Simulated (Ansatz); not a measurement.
An Ansatz (an electronic-structure program) input:

Ansatz 0.2 input:
```yaml
crystal:
  lattice:
    - [3.1718281693, -5.7824262431, 0.0]
    - [3.1718281693, 5.7824262431, 0.0]
    - [0.0, 0.0, 6.3247515181]
  atoms:
    - { symbol: Sn, position: [0.0494643239, 0.3036137682, 0.6750475995] }
    - { symbol: Sn, position: [0.9505356761, 0.6963862318, 0.6750475995] }
    - { symbol: Sn, position: [0.3036137682, 0.0494643239, 0.3249524005] }
    - { symbol: Sn, position: [0.6963862318, 0.9505356761, 0.3249524005] }
    - { symbol: Sn, position: [0.4505356761, 0.1963862318, 0.8249524005] }
    - { symbol: Sn, position: [0.5494643239, 0.8036137682, 0.8249524005] }
    - { symbol: Sn, position: [0.1963862318, 0.4505356761, 0.1750475995] }
    - { symbol: Sn, position: [0.8036137682, 0.5494643239, 0.1750475995] }
    - { symbol: Ir, position: [0.5, 0.5, 0.5] }
    - { symbol: Ir, position: [0.0, 0.0, 0.0] }
kpoints:
  mp_grid: { grid: [6, 6, 5] }
  band_path:
    path:
      - [[0.0, 0.0, 0.0], [-0.5, 0.5, 0.0], [-0.325221001, 0.674778999, 0.0]]  # Γ-Y-C_0
      - [[0.325221001, 0.325221001, 0.0], [0.0, 0.0, 0.0], [0.0, 0.0, 0.5], [0.325221001, 0.325221001, 0.5]]  # Σ_0-Γ-Z-A_0
      - [[-0.325221001, 0.674778999, 0.5], [-0.5, 0.5, 0.5], [-0.5, 0.5, 0.0]]  # E_0-T-Y
      - [[0.0, 0.0, 0.0], [0.0, 0.5, 0.0], [0.0, 0.5, 0.5], [0.0, 0.0, 0.5], [-0.5, 0.5, 0.5]]  # Γ-S-R-Z-T
    npoints: 6
hamiltonian:
  xc: r2scan
  pseudopotentials: { kind: paw }
magnetization: { noncollinear: true, spin_orbit: true }
scf:
  n_extra_bands: 20
  convergence: { dr2_threshold: 0.0000000001 }
  occupations: { method: gaussian, width: 0.05 }
output: { eigenvalues: true }
```

**Question.** How many symmetry operations and irreducible k-points will the run report?

**Answer.** 8 operations, 39 of 180 k-points.

**Question.** With a cutoff of 500 eV, how many plane waves at Γ?

**Answer.** 5925.

It took around 30 core-minutes (rough) on shared server cores.

Space group Ccce. The workflow started from a Materials Project entry (that database holds measured and hypothetical structures alike); the Crystallography Open Database copy checked does not list it. COD files the formula under space group No. 142. Whether it is the stable phase at ambient conditions was not checked. Symmetry was held in the r²SCAN relaxation; whether a distortion lowers the energy is not shown. No spin polarisation was allowed.

Potentials: the later of the program's two PAW sets.

Ansatz is a plane-wave DFT program.
